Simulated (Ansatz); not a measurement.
LaAlSi:
```yaml
crystal:
  lattice:
    - [-2.16919, 2.16919, 7.32845]
    - [2.16919, -2.16919, 7.32845]
    - [2.16919, 2.16919, -7.32845]
  atoms:
    - { symbol: La, position: [0.62516, 0.12516, 0.50000] }
    - { symbol: La, position: [0.87516, 0.87516, 0.00000] }
    - { symbol: Al, position: [0.45829, 0.45829, 0.00000] }
    - { symbol: Al, position: [0.20829, 0.70829, 0.50000] }
    - { symbol: Si, position: [0.04156, 0.54156, 0.50000] }
    - { symbol: Si, position: [0.29156, 0.29156, 0.00000] }
```

Relaxed with r²SCAN. Special points in fractions of this cell's reciprocal vectors: Γ (0.000, 0.000, 0.000); X (0.000, 0.000, 0.500); P (0.250, 0.250, 0.250); N (0.000, 0.500, 0.000); M (0.500, 0.500, -0.500); S (0.272, 0.728, -0.272); S0 (-0.272, 0.272, 0.272); R (-0.044, 0.044, 0.500); G (0.500, 0.500, -0.044).

Task: List the band energies nearest the Fermi level at these points for DFT-r²SCAN in the program Ansatz with PAW potentials.

Result: In eV from the Fermi level; about four levels below and three above (degenerate sets whole), none deeper than 8.9 eV; points with the same levels are listed once.

```tsv
k	below	above
Γ	-1.61 -1.56 -1.56 -0.46	0.32 0.79 1.28
X	-2.37 -2.37 -1.26 -1.26	1.32 1.32 2.10 2.10
P	-2.38 -2.38 -1.26 -1.26	1.25 1.25 2.21 2.21
N	-2.65 -1.54 -0.99 -0.37	0.09 0.54 1.15
M	-1.62 -1.62 -1.46 -1.46	1.15 1.15 1.58 1.58
S	-2.08 -1.65 -1.48 -0.23	0.15 0.71 1.44
R	-2.37 -2.37 -1.27 -1.27	1.29 1.29 2.10 2.10
```

Space group I4_1md. The first step of the workflow began from a Materials Project structure, measured or hypothetical; the Crystallography Open Database copy checked does not list it. With Al and Si taken as one species the cell has the higher symmetry I4_1/amd, so it may be an ordered model of a mixed-site phase. Its standing as an ambient phase is unchecked. Symmetry was held in the r²SCAN relaxation; its stability against distortions is not shown here. Spin–orbit coupling is left out wherever it is not named.

Potentials: the later of the program's two PAW sets.
